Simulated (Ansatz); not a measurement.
What internal relaxation does to the elastic constants of SiSnGe$_{2}$

Computed with Ansatz, DFT PBEsol, scalar-relativistic, plane waves, PAW. Cutoff 420 eV, 10×10×8 k-points (Γ-centred), Fermi-Dirac smearing of 0.15 eV. No spin polarisation.

The cell, relaxed at this level:
```xyz
4
Lattice="4.1051 0.0000 0.0000 0.0000 4.1051 0.0000 0.0000 0.0000 5.8538" Properties=species:S:1:pos:R:3 pbc="T T T"
Si    0.0000    0.0000    0.0000
Sn    2.0526    2.0526    2.9269
Ge    2.0526    0.0000    4.5349
Ge    0.0000    2.0526    1.3189
```

The cell was built by swapping an element in a database structure (itself possibly hypothetical) and relaxing; it need not be the stable form of this composition. Without a gap, frequencies and elastic constants depend on the k mesh and the smearing, soft modes and shear constants most.

Clamped-ion constants (GPa, Voigt order; atoms follow the strain homogeneously):
```
145.6   0.2  44.6   0.0   0.0   0.0
  0.2 145.6  44.6   0.0   0.0   0.0
 44.6  44.6 102.0   0.0   0.0   0.0
  0.0   0.0   0.0  73.5   0.0   0.0
  0.0   0.0   0.0   0.0  73.5   0.0
  0.0   0.0   0.0   0.0   0.0  28.6
```

What are the constants once the atoms relax in each strained cell?

## Answers

C11 = 117.8, C12 = 27.6, C13 = 44.3, C22 = 117.8, C23 = 44.3, C33 = 101.3, C44 = 47.2, C55 = 47.2, C66 = 28.6 GPa; the others vanish.
The Voigt shear modulus goes from 55.4 to 39.3 GPa and the Voigt bulk modulus from 63.6 to 63.2 GPa. Relaxation subtracts ΛᵀK⁻¹Λ/V, with Λ the forces that a strain puts on the atoms and K the zone-centre force constants. At a stable cell this can only lower the diagonal constants, and it acts only for strains that share their symmetry with an optical mode; elsewhere, and where the coupling is weak, the constants hardly move.

The bands only touch here, so at this level the crystal is a zero-gap semiconductor or semimetal, not an ordinary metal; spin–orbit coupling, left out, can open or move such a gap.

Cost: 2 runs of about 47 core-minutes in all, on Arm Neoverse V2, Intel Xeon Platinum 8175M (Skylake/Cascade Lake) (shared hosts).